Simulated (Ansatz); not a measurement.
Input, command and steps of an Ansatz relaxation.

```yaml
crystal:
  lattice:
    - [3.9437194272, 0.0, 0.0]
    - [0.0, 5.0906680618, 0.0]
    - [0.0, 0.0, 4.1929052415]
  atoms:
    - { symbol: Sn, position: [0.25, 0.25, 0.5561177653] }
    - { symbol: Sn, position: [0.75, 0.75, 0.5561177653] }
    - { symbol: H, position: [0.75, 0.3333333333, 0.25] }
    - { symbol: H, position: [0.25, 0.6666666667, 0.25] }
    - { symbol: H, position: [0.75, 0.25, 0.75] }
    - { symbol: H, position: [0.25, 0.75, 0.75] }
basis:
  ecutwfc: 420
kpoints:
  mp_grid: { grid: [4, 4, 4] }
hamiltonian:
  xc: pbe
scf:
  occupations: { method: gaussian, width: 0.1 }
  lower_state_search: "off"
output:
  forces: true
  stress: true
  eigenvalues: true
relax:
  adjacent_minimum: "off"
  f_tol: 0.04
  max_steps: 70
  cell: { stress_tol: 0.4 }
```

```bash
ansatz run input.yaml --threads 1 --pin off --max-ram 2560MiB --backend cpu --events-out ev --progress --plain --runs-dir out
```

Computed with DFT PBE, scalar-relativistic, plane waves, PAW in Ansatz.

Of 17 frames 10 are shown, positions in Å and forces in eV/Å; the SCF threshold varies from step to step. Steps run on the plane waves of an earlier cell, with a Pulay correction in the pressure. The basis is chosen afresh for the last frame, the zero of the energies, and at times for earlier ones too; energy and pressure step there, also at an unchanged geometry. Here that happened at step 12 (-7 meV/atom, 0.4 GPa); the frames before carry an error of that size. The end is built of layers, and without a dispersion correction their distances are poorly fixed.

```xyz
6
Lattice="3.9437 0.0000 0.0000 0.0000 5.0907 0.0000 0.0000 0.0000 4.1929" Properties=species:S:1:pos:R:3:forces:R:3 pbc="T T T" step=1 free_energy_over_end_meV_per_atom=283.58 pressure_GPa=-1.10
Sn    0.9859    1.2727    2.3317    0.0000    0.2696   -0.7138
Sn    2.9578    3.8180    2.3317    0.0000   -0.2696   -0.7138
H     2.9578    1.6969    1.0482    0.0000    0.0420    0.2630
H     0.9859    3.3938    1.0482    0.0000   -0.0420    0.2630
H     2.9578    1.2727    3.1447    0.0000    0.1361    0.4509
H     0.9859    3.8180    3.1447    0.0000   -0.1361    0.4509
6
Lattice="3.5584 0.0000 0.0000 0.0000 5.3135 0.0000 0.0000 0.0000 4.3345" Properties=species:S:1:pos:R:3:forces:R:3 pbc="T T T" step=3 free_energy_over_end_meV_per_atom=120.32 pressure_GPa=0.54
Sn    0.8896    1.3734    2.1386    0.0000   -0.8434    0.5448
Sn    2.6688    3.9401    2.1386    0.0000    0.8434    0.5448
H     2.6688    1.7905    1.1613    0.0000   -0.2812   -0.1422
H     0.8896    3.5230    1.1613    0.0000    0.2812   -0.1422
H     2.6688    1.3838    3.4451    0.0000   -0.0715   -0.4027
H     0.8896    3.9297    3.4451    0.0000    0.0715   -0.4027
6
Lattice="3.3535 0.0000 0.0000 0.0000 5.6814 0.0000 0.0000 0.0000 4.4378" Properties=species:S:1:pos:R:3:forces:R:3 pbc="T T T" step=5 free_energy_over_end_meV_per_atom=40.42 pressure_GPa=1.27
Sn    0.8384    1.3593    2.2603    0.0000    0.1383    0.0145
Sn    2.5151    4.3221    2.2603    0.0000   -0.1383    0.0145
H     2.5151    1.8740    1.1591    0.0000   -0.1665    0.1856
H     0.8384    3.8074    1.1591    0.0000    0.1665    0.1856
H     2.5151    1.4789    3.4864    0.0000   -0.0347   -0.2000
H     0.8384    4.2025    3.4864    0.0000    0.0347   -0.2000
6
Lattice="3.3480 0.0000 0.0000 0.0000 5.9360 0.0000 0.0000 0.0000 4.4968" Properties=species:S:1:pos:R:3:forces:R:3 pbc="T T T" step=6 free_energy_over_end_meV_per_atom=26.94 pressure_GPa=0.74
Sn    0.8370    1.4315    2.3086    0.0000   -0.0466    0.0148
Sn    2.5110    4.5045    2.3086    0.0000    0.0466    0.0148
H     2.5110    1.8072    1.1953    0.0000   -0.0177    0.0552
H     0.8370    4.1288    1.1953    0.0000    0.0177    0.0552
H     2.5110    1.5268    3.4936    0.0000   -0.0090   -0.0699
H     0.8370    4.4091    3.4936    0.0000    0.0090   -0.0699
6
Lattice="3.3756 0.0000 0.0000 0.0000 5.8738 0.0000 0.0000 0.0000 4.7827" Properties=species:S:1:pos:R:3:forces:R:3 pbc="T T T" step=8 free_energy_over_end_meV_per_atom=15.17 pressure_GPa=0.39
Sn    0.8439    1.4281    2.4733    0.0000    0.1677    0.0126
Sn    2.5317    4.4457    2.4733    0.0000   -0.1677    0.0126
H     2.5317    1.6473    1.3314    0.0000   -0.0595    0.0270
H     0.8439    4.2266    1.3314    0.0000    0.0595    0.0270
H     2.5317    1.5016    3.6379    0.0000   -0.0419   -0.0395
H     0.8439    4.3722    3.6379    0.0000    0.0419   -0.0395
6
Lattice="3.3773 0.0000 0.0000 0.0000 5.8041 0.0000 0.0000 0.0000 5.0685" Properties=species:S:1:pos:R:3:forces:R:3 pbc="T T T" step=10 free_energy_over_end_meV_per_atom=12.12 pressure_GPa=0.28
Sn    0.8443    1.4577    2.6441    0.0000   -0.0409   -0.1230
Sn    2.5330    4.3464    2.6441    0.0000    0.0409   -0.1230
H     2.5330    1.4841    1.4631    0.0000   -0.0208    0.0909
H     0.8443    4.3200    1.4631    0.0000    0.0208    0.0909
H     2.5330    1.4898    3.7799    0.0000   -0.0198    0.0321
H     0.8443    4.3143    3.7799    0.0000    0.0198    0.0321
6
Lattice="3.4033 0.0000 0.0000 0.0000 5.7923 0.0000 0.0000 0.0000 4.9777" Properties=species:S:1:pos:R:3:forces:R:3 pbc="T T T" step=12 free_energy_over_end_meV_per_atom=2.85 pressure_GPa=0.46
Sn    0.8508    1.4481    2.5818    0.0000   -0.0005    0.0017
Sn    2.5525    4.3442    2.5818    0.0000    0.0005    0.0017
H     2.5525    1.4534    1.4369    0.0000   -0.0019   -0.0138
H     0.8508    4.3389    1.4369    0.0000    0.0019   -0.0138
H     2.5525    1.4487    3.7273    0.0000   -0.0012    0.0121
H     0.8508    4.3437    3.7273    0.0000    0.0012    0.0121
6
Lattice="3.3980 0.0000 0.0000 0.0000 5.8231 0.0000 0.0000 0.0000 5.0585" Properties=species:S:1:pos:R:3:forces:R:3 pbc="T T T" step=13 free_energy_over_end_meV_per_atom=1.95 pressure_GPa=0.33
Sn    0.8495    1.4557    2.6239    0.0000    0.0007   -0.0001
Sn    2.5485    4.3674    2.6239    0.0000   -0.0007   -0.0001
H     2.5485    1.4552    1.4733    0.0000   -0.0002    0.0072
H     0.8495    4.3679    1.4733    0.0000    0.0002    0.0072
H     2.5485    1.4580    3.7744    0.0000   -0.0006   -0.0071
H     0.8495    4.3651    3.7744    0.0000    0.0006   -0.0071
6
Lattice="3.4022 0.0000 0.0000 0.0000 5.8620 0.0000 0.0000 0.0000 5.3210" Properties=species:S:1:pos:R:3:forces:R:3 pbc="T T T" step=15 free_energy_over_end_meV_per_atom=1.30 pressure_GPa=0.02
Sn    0.8506    1.4657    2.7600    0.0000   -0.0010    0.0003
Sn    2.5517    4.3963    2.7600    0.0000    0.0010    0.0003
H     2.5517    1.4564    1.6101    0.0000    0.0008    0.0050
H     0.8506    4.4057    1.6101    0.0000   -0.0008    0.0050
H     2.5517    1.4791    3.9100    0.0000   -0.0031   -0.0053
H     0.8506    4.3830    3.9100    0.0000    0.0031   -0.0053
6
Lattice="3.4038 0.0000 0.0000 0.0000 5.8665 0.0000 0.0000 0.0000 5.3974" Properties=species:S:1:pos:R:3:forces:R:3 pbc="T T T" step=17 free_energy_over_end_meV_per_atom=0.00 pressure_GPa=-0.02
Sn    0.8510    1.4666    2.7996    0.0000   -0.0001    0.0006
Sn    2.5529    4.3999    2.7996    0.0000    0.0001    0.0006
H     2.5529    1.4683    1.6504    0.0000   -0.0033    0.0031
H     0.8510    4.3982    1.6504    0.0000    0.0033    0.0031
H     2.5529    1.4828    3.9490    0.0000   -0.0058   -0.0037
H     0.8510    4.3837    3.9490    0.0000    0.0058   -0.0037
```

The start is a random arrangement. At the end the space group is Cmmm (tolerance 0.05 Å).

Time: 110 s on 1 thread of Arm Neoverse V1 (shared host), peak memory 0.35 GiB.

The k mesh is coarse.